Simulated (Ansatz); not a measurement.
Relaxed Au (fcc, Cu type):

```xyz
4
Lattice="4.1241 0.0000 0.0000 0.0000 4.1241 0.0000 0.0000 0.0000 4.1241" Properties=species:S:1:pos:R:3 pbc="T T T"
Au     0.0000     0.0000     0.0000
Au     2.0620     2.0620     0.0000
Au     2.0620     0.0000     2.0620
Au     0.0000     2.0620     2.0620
```

In this cell atom 3 (Au, nearest neighbour Au at 2.916 Å; its periodic images, 4.1 Å or more away, move with it) is moved by u·(0.707, 0.707, 0.000) + v·(0.000, 0.000, 1.000); the rest is frozen.

All values below come from r2SCAN (plane waves to 500 eV, PAW, scalar-relativistic; Ansatz, a quantum-chemistry and plane-wave program). k mesh 9×9×9 (Γ-centred), Fermi-Dirac smearing 0.05 eV. The energy includes the smearing's −TS. Points where atoms come too close for the PAW data are left out (x in tables, blank in figures). With partly filled bands, energies and forces of such displacements shift with the k mesh and the smearing. On this mesh the relaxed cell isn't quite at rest: it carries a pressure of -0.1 GPa (compression positive) at the zero of the scan. Au was relaxed with its symmetry unable to fall. Spin-orbit coupling is left out, though Au is heavy. The last digit holds for this mesh only.

Changes of ΔE (eV/cell) from the point u = 0.000 Å, v = 0.000 Å when one coordinate moves alone (two changes are said to add if the coupling is within 5 % of the smaller one, nearly so within 20 %):

```
point                      change
-------------------------  ------
u = 0.000 Å, v = -0.960 Å  3.9526
u = 0.000 Å, v = -0.480 Å  0.7604
u = -0.480 Å, v = 0.000 Å  0.8547
u = 0.480 Å, v = 0.000 Å   0.8547
u = 0.000 Å, v = 0.480 Å   0.7604
u = 0.000 Å, v = 0.960 Å   3.9526
```

### Question
Do the two effects add at u = 0.480 Å, v = 0.960 Å? Give the computed change.

### Answer
The sum of the single changes is 0.8547 + (3.9526) = 4.8073; the calculation gives 7.9608, so the coupling contributes 3.1535 (over 20 % of the smaller single change, not additive).

### Question
Do the two effects add at u = 0.480 Å, v = 0.480 Å? Give the computed change.

### Answer
The sum of the single changes is 0.8547 + (0.7604) = 1.6151; the calculation gives 2.1356, so the coupling contributes 0.5205 (over 20 % of the smaller single change, not additive).

(A displaced cell: forces are minus the slopes of the energy, force constants its curvatures, and phonons follow from these.)
